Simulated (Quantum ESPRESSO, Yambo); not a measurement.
**G0W0 results for SrTiO$_{3}$**

SrTiO3 is modelled in the tetragonal space group I4/mcm (No. 140), Pearson symbol tI20. Conventional cell: a = 5.5223 Å, b = 5.5223 Å, c = 7.8453 Å, α = 90.00°, β = 90.00°, γ = 90.00°. O1 on 8h is coordinated by 2 Ti at 1.959 Å and 2 Sr at 2.654 Å and 2 Sr at 2.885 Å (octahedral). O2 on 4a is surrounded by 2 Ti at 1.961 Å and 4 Sr at 2.761 Å (octahedral). Ti on 4c has 6 O at 1.959–1.961 Å (octahedral). Sr on 4b is surrounded by 12 O at 2.654–2.885 Å (cuboctahedral). (Neighbours: up to the widest gap in distance over summed covalent radii, below 1.35, at either atom; cation-cation contacts left out.)
(The calculation used a cell of 10 atoms; values per cell refer to that cell.)

The geometry is that of Materials Project entry mp-4651, symmetrised and not relaxed again.

Starting point: PBEsol (Quantum ESPRESSO, PseudoDojo norm-conserving, 84 Ry, scalar-relativistic). G0W0 in Yambo: 4×4×4 Γ-centred k mesh, bands 3 to 148 and a 6 Ry block in the screening, 148 bands in G with the Bruneval-Gonze terminator, plasmon pole fitted at 27.2 eV.

- PBEsol gap along the band path = 1.93 eV
- PBEsol gap between the mesh's edge points (Γ → Γ) = 1.93 eV
- G0W0 gap between the same points = 3.56 eV

```tsv
k point	band	E PBEsol (eV)	E QP (eV)	shift (eV)	Z
Γ	VB	0.00	-0.26	-0.26	0.77
Γ	CB	1.93	3.29	1.36	0.78
X	VB	-0.04	-0.32	-0.28	0.77
X	CB	2.07	3.48	1.41	0.78
N	VB	-0.58	-0.91	-0.33	0.77
N	CB	3.40	4.83	1.44	0.76
P	VB	-0.59	-0.93	-0.34	0.77
P	CB	3.03	4.45	1.42	0.76
Z	VB	-0.06	-0.33	-0.27	0.77
Z	CB	2.10	3.48	1.38	0.78
```

Energies count from the PBEsol valence-band maximum.

Nearest settings tried, and what they do to the gap: 104 bands in W, 104 bands in G: +12 meV; 1 Ry block (23 vectors against 197): +1579 meV. Not varied: mesh. So the settings aren't converged at that level.

This is not the ordinary phase of the substance.
